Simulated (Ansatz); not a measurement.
The start is a relaxed ZnO cell with every coordinate shifted by Gaussian noise of σ = 0.2 Å. The structure is fully relaxed (lattice and positions, P = 0) with PBEsol (plane waves to 420 eV, PAW, scalar-relativistic; Ansatz, a quantum-chemistry and plane-wave program). The first steps use a coarse 7×7×2 k-mesh.

The start:
```
CELL_PARAMETERS angstrom
      3.22127     0.00000     0.00000
     -1.61064     2.78970     0.00000
      0.00000     0.00000    15.72706
ATOMIC_POSITIONS crystal
  Zn 0.92646 0.96856 0.00422
  Zn 0.91630 0.98352 0.48681
  Zn 0.59687 0.36524 0.83387
  Zn 0.30098 0.59987 0.34313
  Zn 0.65586 0.33218 0.17529
  Zn 0.38571 0.77833 0.68415
  O  0.06008 0.05423 0.90225
  O  0.00136 0.98932 0.38146
  O  0.55665 0.30957 0.70735
  O  0.34295 0.77983 0.22775
  O  0.73777 0.35516 0.02546
  O  0.26150 0.63088 0.51311
```

* **Initial pressure**: +20.7 GPa (positive: the cell is compressed)
* **Energy released**: 0.60 eV/atom
* **Relative to the parent**: It relaxes back to the parent, P6₃mc (No. 186)
* **Shortest distances (start → end)**: The closest pairs of elements (up to four, under 3.6 Å), start → end: O–Zn 1.56 → 1.97 Å; O–O 2.60 → 3.21 Å; Zn–Zn 2.85 → 3.21 Å
* **Optimiser moves**: 6

Final values are on a 10×10×2 k-mesh of the relaxed cell. No spin polarisation in the result.

The first start was generated by placing the elements on the sites of a structure type. A measured structure of ZnO has the same space group, P6₃mc (No. 186); the sites were not compared with it.
